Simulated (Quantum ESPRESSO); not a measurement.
Al6VW, input and log of a self-consistent run

Computed values, not a measurement. The program is pw.x of Quantum ESPRESSO 7.5 (plane-wave density functional theory). The cell is made up: eight metal atoms on a face-centred cubic lattice, with elements, volume, strain and displacements drawn at random and not relaxed, so it may be unstable or far from any real phase. PseudoDojo standard norm-conserving files set the functional (PBE unless stated); there is no spin polarisation or spin-orbit coupling, the Fermi-Dirac width of 0.25 eV means electrons at about 2900 K, and the masses in the input are unused placeholders. Heavy elements are run without spin-orbit coupling, which real alloys of them have. A spin test at this wide smearing found no moment, but such smearing suppresses magnetism that the real alloy may have.

Input:

```
&control calculation='scf', pseudo_dir='./dojo.nc.sr.pbe.v0_5.standard.upf', outdir='./o', disk_io='minimal', tprnfor=.true., tstress=.true. /
&system ibrav=0, nat=8, ntyp=3, nbnd=33, ecutwfc=84.00895049, nosym=.true., tot_charge=0,
 occupations='smearing', smearing='fd', degauss=0.0183746611
/
&electrons conv_thr=1.470e-08, electron_maxstep=70, mixing_beta=0.5 /
ATOMIC_SPECIES
Al 1.0 Al.upf
V 1.0 V.upf
W 1.0 W.upf
CELL_PARAMETERS angstrom
-3.9534 0.0069 -0.0019
-1.9708 -3.9188 -1.9428
-1.9669 -3.8964 5.7797
ATOMIC_POSITIONS angstrom
Al -0.0084 0.0923 0.0159
Al -1.9569 -3.9086 1.9032
V -1.9966 -2.0284 -0.0356
Al -3.9281 -5.9043 1.896
Al -3.8889 -3.943 3.7718
W -3.9927 -3.9202 -0.0609
Al -3.9802 -1.9105 1.9151
Al -5.8036 -5.8204 3.8349
K_POINTS automatic
8 6 4 1 1 1
```

The log is shortened where brackets say so; the opening notice, blank lines, dates and the lines on written files are dropped, and the path of the files is cut. It prints rydbergs, bohrs and kilobars, and counts compression as positive stress. Its total energy is the free energy E - TS of the whole cell.

```
     Program PWSCF v.7.5
     Parallel version (MPI & OpenMP), running on       4 processor cores
     Number of MPI processes:                 4
     Threads/MPI process:                     1
     [start-up lines left out]
     bravais-lattice index     =            0
     lattice parameter (alat)  =       7.4709  a.u.
     unit-cell volume          =     806.9284 (a.u.)^3
     number of atoms/cell      =            8
     number of atomic types    =            3
     number of electrons       =        45.00
     number of Kohn-Sham states=           33
     kinetic-energy cutoff     =      84.0090  Ry
     charge density cutoff     =     336.0358  Ry
     scf convergence threshold =      1.5E-08
     mixing beta               =       0.5000
     number of iterations used =            8  plain     mixing
     Exchange-correlation= PBE
                           (   1   4   3   4   0   0   0)
     [axes and pseudopotential details left out]
   Cartesian axes
     site n.     atom                  positions (alat units)
         1        Al     tau(   1) = (  -0.0021247   0.0233470   0.0040218  )
         2        Al     tau(   2) = (  -0.4949908  -0.9886664   0.4814076  )
         3        V      tau(   3) = (  -0.5050328  -0.5130765  -0.0090049  )
         4        Al     tau(   4) = (  -0.9935988  -1.4934715   0.4795864  )
         5        Al     tau(   5) = (  -0.9836833  -0.9973677   0.9540633  )
         6        W      tau(   6) = (  -1.0099392  -0.9916005  -0.0154044  )
         7        Al     tau(   7) = (  -1.0067773  -0.4832541   0.4844177  )
         8        Al     tau(   8) = (  -1.4679998  -1.4722493   0.9700242  )
     number of k points=    96  Fermi-Dirac smearing, width (Ry)=  0.0184
                       cart. coord. in units 2pi/alat
        k(    1) = (  -0.0626209  -0.0632582   0.0215457), wk =   0.0208333
        k(    2) = (  -0.0627932  -0.1267124   0.1497132), wk =   0.0208333
     [further k points left out]
     Dense  grid:    83921 G-vectors     FFT dimensions: (  45,  54,  80)
     Estimated max dynamical RAM per process >     242.75 MB
     Estimated total dynamical RAM >     909.52 MB
     Initial potential from superposition of free atoms
     starting charge      44.9838, renormalised to      45.0000
     Starting wfcs are   44 randomized atomic wfcs
     total cpu time spent up to now is        3.6 secs
     per-process dynamical memory:   199.4 Mb
     Self-consistent Calculation
     iteration #  1     ecut=    84.01 Ry     beta= 0.50
     Davidson diagonalization with overlap
     ethr =  1.00E-02,  avg # of iterations =  3.7
     Threshold (ethr) on eigenvalues was too large:
     Diagonalizing with lowered threshold
     Davidson diagonalization with overlap
     ethr =  8.43E-04,  avg # of iterations =  2.0
     total cpu time spent up to now is       16.3 secs
     total energy              =    -326.99270465 Ry
     estimated scf accuracy    <       0.37376143 Ry
     iteration #  2     ecut=    84.01 Ry     beta= 0.50
     Davidson diagonalization with overlap
     ethr =  8.31E-04,  avg # of iterations =  5.6
     total cpu time spent up to now is       24.2 secs
     total energy              =    -326.78922419 Ry
     estimated scf accuracy    <       5.24235439 Ry
     iteration #  3     ecut=    84.01 Ry     beta= 0.50
     Davidson diagonalization with overlap
     ethr =  8.31E-04,  avg # of iterations =  4.4
     total cpu time spent up to now is       31.3 secs
     total energy              =    -327.16166136 Ry
     estimated scf accuracy    <       0.02673295 Ry
     iteration #  4     ecut=    84.01 Ry     beta= 0.50
     Davidson diagonalization with overlap
     ethr =  5.94E-05,  avg # of iterations =  8.8
     total cpu time spent up to now is       40.2 secs
     total energy              =    -327.15317814 Ry
     estimated scf accuracy    <       0.19366926 Ry
     iteration #  5     ecut=    84.01 Ry     beta= 0.50
     Davidson diagonalization with overlap
     ethr =  5.94E-05,  avg # of iterations =  2.3
     total cpu time spent up to now is       46.3 secs
     total energy              =    -327.17082960 Ry
     estimated scf accuracy    <       0.03115633 Ry
     [iterations 6 to 7 left out]
     iteration #  8     ecut=    84.01 Ry     beta= 0.50
     Davidson diagonalization with overlap
     ethr =  3.92E-06,  avg # of iterations =  1.4
     total cpu time spent up to now is       64.2 secs
     total energy              =    -327.17240775 Ry
     estimated scf accuracy    <       0.00003433 Ry
     iteration #  9     ecut=    84.01 Ry     beta= 0.50
     Davidson diagonalization with overlap
     ethr =  7.63E-08,  avg # of iterations =  4.3
     total cpu time spent up to now is       71.0 secs
     total energy              =    -327.17241290 Ry
     estimated scf accuracy    <       0.00002072 Ry
     iteration # 10     ecut=    84.01 Ry     beta= 0.50
     Davidson diagonalization with overlap
     ethr =  4.60E-08,  avg # of iterations =  2.0
     total cpu time spent up to now is       76.5 secs
     total energy              =    -327.17241536 Ry
     estimated scf accuracy    <       0.00000127 Ry
     iteration # 11     ecut=    84.01 Ry     beta= 0.50
     Davidson diagonalization with overlap
     ethr =  2.82E-09,  avg # of iterations =  2.4
     total cpu time spent up to now is       82.4 secs
     total energy              =    -327.17241539 Ry
     estimated scf accuracy    <       0.00000040 Ry
     iteration # 12     ecut=    84.01 Ry     beta= 0.50
     Davidson diagonalization with overlap
     ethr =  8.88E-10,  avg # of iterations =  1.9
     total cpu time spent up to now is       87.9 secs
     End of self-consistent calculation
     [lines on levels left out]
!    total energy              =    -327.17241544 Ry
     estimated scf accuracy    <          7.5E-09 Ry
     smearing contrib. (-TS)   =      -0.07280146 Ry
     internal energy E=F+TS    =    -327.09961398 Ry
     The total energy is F=E-TS. E is the sum of the following terms:
     one-electron contribution =    -187.53266180 Ry
     hartree contribution      =     111.53366526 Ry
     xc contribution           =     -69.37462915 Ry
     ewald contribution        =    -181.72598829 Ry
     convergence has been achieved in  12 iterations
     Forces acting on atoms (cartesian axes, Ry/au):
     atom    1 type  1   force =     0.00679258   -0.04228277   -0.00229566
     atom    2 type  1   force =    -0.00466623   -0.00004488   -0.02094820
     atom    3 type  2   force =     0.01069917    0.03607254    0.00035555
     atom    4 type  1   force =     0.00380570    0.00869165   -0.01749958
     atom    5 type  1   force =    -0.00265435    0.00627343    0.02837802
     atom    6 type  3   force =     0.01241034   -0.00090896    0.02937655
     atom    7 type  1   force =     0.00466563   -0.00761626   -0.03480698
     atom    8 type  1   force =    -0.03105285   -0.00018475    0.01744031
     Total force =     0.092419     Total SCF correction =     0.000189
     Computing stress (Cartesian axis) and pressure
          total   stress  (Ry/bohr**3)                   (kbar)     P=       52.69
   0.00016661   0.00002666   0.00001919           24.51        3.92        2.82
   0.00002666   0.00034234   0.00022323            3.92       50.36       32.84
   0.00001919   0.00022323   0.00056553            2.82       32.84       83.19
     init_run     :      3.43s CPU      3.55s WALL (       1 calls)
     electrons    :     83.92s CPU     84.26s WALL (       1 calls)
     forces       :      1.24s CPU      1.25s WALL (       1 calls)
     stress       :      4.46s CPU      4.46s WALL (       1 calls)
     [timing details left out]
     PWSCF        :   1m33.14s CPU   1m33.62s WALL
     JOB DONE.
```

In other units: free energy -4451.407 eV for the cell, pressure 5.27 GPa, largest force component 1.087 eV/Å in size. The run took 95 s of wall time with four MPI processes on a shared machine (AMD EPYC, Zen 5, virtual cores), so the time is rough. A rerun of this cell at a higher cutoff and on a denser mesh moved values by no more than 0.002 eV in energy, 0.05 GPa in stress and 0.008 eV/Å in force, and a second program with other atomic files agreed on that cell to 2 % rms in force and 0.5 GPa in pressure.